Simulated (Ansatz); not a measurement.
**Eu: relaxation of cell and atoms**

The calculation used DFT, PBEsol, all-electron LAPW, scalar-relativistic in Ansatz 0.2.0.

Command: `ansatz run input.yaml --threads 1 --pin off --max-ram 3072MiB --backend cpu --events-out ev --progress --plain --runs-dir out` The run took about 74 s on 1 thread of a shared machine.

```yaml
crystal:
  lattice:
    - [-2.303, 2.303, 2.303]
    - [2.303, -2.303, 2.303]
    - [2.303, 2.303, -2.303]
  atoms:
    - { symbol: Eu, position: [0.0, 0.0, 0.0], spin: 7.0 }
magnetization:
  spin_polarized: true
kpoints:
  mp_grid: { grid: [10, 10, 10] }
scf:
  occupations: { method: fermi_dirac, width: 0.05 }
hamiltonian:
  xc: pbesol
  pseudopotentials: { kind: all_electron, lapw: { basis_error: 0.001 } }
output:
  forces: true
  stress: true
relax:
  f_tol: 0.005
  max_steps: 80
  cell: {}
```

Where the f shell is localised, expect the real compound to differ from this run without U.

Spin–orbit coupling is left out, though it moves levels of the heavy atoms by tenths of an eV or more.

The run is spin-polarised from parallel moments and ends with 7.25 μB in the cell; other orders may lie lower.

The cell comes from COD entry 9010990, which wasn't checked; take it as a given geometry.

Each frame lists the cell vectors (Å), then Cartesian positions (Å); symmetry keeps all forces zero. Free energies count from the first step, -294969.1586 eV.

The walk took 6 evaluations in all; steps that aren't listed are left out.

Step 1: E = 0.0 meV, P = -2.53 GPa

```
cell -2.3030 2.3030 2.3030 2.3030 -2.3030 2.3030 2.3030 2.3030 -2.3030
Eu    0.0000    0.0000    0.0000
```

Step 2:

```
cell -2.2521 2.2521 2.2521 2.2521 -2.2521 2.2521 2.2521 2.2521 -2.2521
Eu    0.0000    0.0000    0.0000
```

Step 3: E = -99.9 meV, P = -0.41 GPa

```
cell -2.1398 2.1398 2.1398 2.1398 -2.1398 2.1398 2.1398 2.1398 -2.1398
Eu    0.0000    0.0000    0.0000
```

Step 4: E = -101.2 meV, P = 0.14 GPa

```
cell -2.1151 2.1151 2.1151 2.1151 -2.1151 2.1151 2.1151 2.1151 -2.1151
Eu    0.0000    0.0000    0.0000
```

Question: Give the energy, pressure of step 2.

Answer: E = -45.6 meV, P = -2.06 GPa
```
Eu    0.0000    0.0000    0.0000
```

Question: How does the relaxation end?

Answer: It converges, with a = 4.242 Å, b = 4.242 Å, c = 4.242 Å, α = 90.00°, β = 90.00°, γ = 90.00° (conventional cell, space group Im-3m). The last solve (on a basis chosen afresh for the final cell, so its energy is not quite comparable) gives E = -101.3 meV, P = -0.01 GPa:
```
cell -2.1211 2.1211 2.1211 2.1211 -2.1211 2.1211 2.1211 2.1211 -2.1211
Eu    0.0000    0.0000    0.0000
```
